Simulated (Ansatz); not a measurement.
CdGeAs2 (chalcopyrite, I-42d) under volume change, plane-wave PAW LDA (Ansatz code), shape and atoms relaxed at each volume.

| V (Å³/atom) | E − E(relaxed) (meV/atom) | P (GPa) |
|---|---|---|
| 22.028 | 47.9 | 7.70 |
| 22.755 | 20.0 | 4.68 |
| 23.481 | 4.7 | 2.14 |
| 24.207 | 0.0 | -0.01 |
| 24.933 | 4.2 | -1.82 |
| 25.659 | 16.0 | -3.34 |
| 26.386 | 34.2 | -4.63 |

What does a third-order Birch–Murnaghan fit give for V₀, B₀ and B′?

V₀ = 24.21 Å³/atom, B₀ = 65.6 GPa, B′ = 4.6.

The cell was relaxed with LDA under the symmetry of its start; of distortions, only those at the zone centre were tested.

Potentials: the later of the program's two PAW sets.
